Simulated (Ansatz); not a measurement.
## Relaxation path: fcc Ir (111), 5 layers

DFT, LDA, PAW with Ansatz's default frozen-core files, scalar-relativistic (Ansatz 0.2.0); a Γ-centred 15×15×1 k mesh, Fermi–Dirac smearing of 0.08 eV, no spin polarisation. The run relaxes the atoms in the fixed cell.

Command: `ansatz run input.yaml --threads 2 --pin off --max-ram 4096MiB --backend cpu --events-out ev --progress --plain --runs-dir out` It took 24 s on 2 threads of Intel(R) Xeon(R) 6975P-C (Granite Rapids) (shared host), peak memory 0.51 GiB.

```yaml
crystal:
  lattice:
    - [2.695401016, 0.0, 0.0]
    - [-1.347700508, 2.3342857532, 0.0]
    - [0.0, 0.0, 24.8031]
  atoms:
    - { symbol: Ir, position: [0.833333333, 0.166666667, 0.3225394639] }
    - { symbol: Ir, position: [0.166666667, 0.833333333, 0.4112697317] }
    - { symbol: Ir, position: [0.5, 0.5, 0.5] }
    - { symbol: Ir, position: [0.833333333, 0.166666667, 0.5887302683] }
    - { symbol: Ir, position: [0.166666667, 0.833333333, 0.6774605361] }
kpoints:
  mp_grid: { grid: [15, 15, 1] }
scf:
  occupations: { method: fermi_dirac, width: 0.08 }
hamiltonian:
  xc: lda
  pseudopotentials: { kind: paw }
output:
  forces: true
  stress: true
  eigenvalues: true
relax:
  f_tol: 0.01
  max_steps: 40
efield:
  axis: 3
  amplitude: 0
  dipole_correction: true
```

Each step lists its free energy a cell above the last geometry, and Cartesian positions (Å) with forces (eV/Å).

The first step:

```
step 1  dF = 27.28 meV
  Ir 2.0216 0.3890 8.0000   0.0000 0.0000 0.5330
  Ir -0.6738 1.9452 10.2008   0.0000 0.0000 -0.3901
  Ir 0.6738 1.1671 12.4016   0.0000 0.0000 0.0000
  Ir 2.0216 0.3890 14.6023   0.0000 0.0000 0.3901
  Ir -0.6738 1.9452 16.8031   0.0000 0.0000 -0.5330
```

Spin–orbit coupling is left out, which matters for the heavy atoms. The PAW files were made under PBE.

Task: Where does the relaxation end, and by which steps?

Result: After 4 geometries, with a shortest distance of 2.657 Å. The further steps:
```
step 2  dF = 62.24 meV  (not accepted)
  Ir 2.0216 0.3890 8.1372   0.0000 0.0000 -0.8902
  Ir -0.6738 1.9452 10.2276   0.0000 0.0000 0.4707
  Ir 0.6738 1.1671 12.4016   0.0000 0.0000 0.0000
  Ir 2.0216 0.3890 14.5755   0.0000 0.0000 -0.4707
  Ir -0.6738 1.9452 16.6659   0.0000 0.0000 0.8902
step 3  dF = 0.40 meV
  Ir 2.0216 0.3890 8.0574   0.0000 0.0000 -0.0684
  Ir -0.6738 1.9452 10.2041   0.0000 0.0000 0.0766
  Ir 0.6738 1.1671 12.4016   0.0000 0.0000 0.0000
  Ir 2.0216 0.3890 14.5990   0.0000 0.0000 -0.0766
  Ir -0.6738 1.9452 16.7457   0.0000 0.0000 0.0684
step 4  dF = 0.00 meV
  Ir 2.0216 0.3890 8.0524   0.0000 0.0000 0.0063
  Ir -0.6738 1.9452 10.2055   0.0000 0.0000 -0.0049
  Ir 0.6738 1.1671 12.4016   0.0000 0.0000 0.0000
  Ir 2.0216 0.3890 14.5976   0.0000 0.0000 0.0049
  Ir -0.6738 1.9452 16.7507   0.0000 0.0000 -0.0063
step 5  dF = 0.00 meV  (same geometry, solved once more)
  Ir 2.0216 0.3890 8.0524   0.0000 0.0000 0.0062
  Ir -0.6738 1.9452 10.2055   0.0000 0.0000 -0.0048
  Ir 0.6738 1.1671 12.4016   0.0000 0.0000 0.0000
  Ir 2.0216 0.3890 14.5976   0.0000 0.0000 0.0048
  Ir -0.6738 1.9452 16.7507   0.0000 0.0000 -0.0062
```
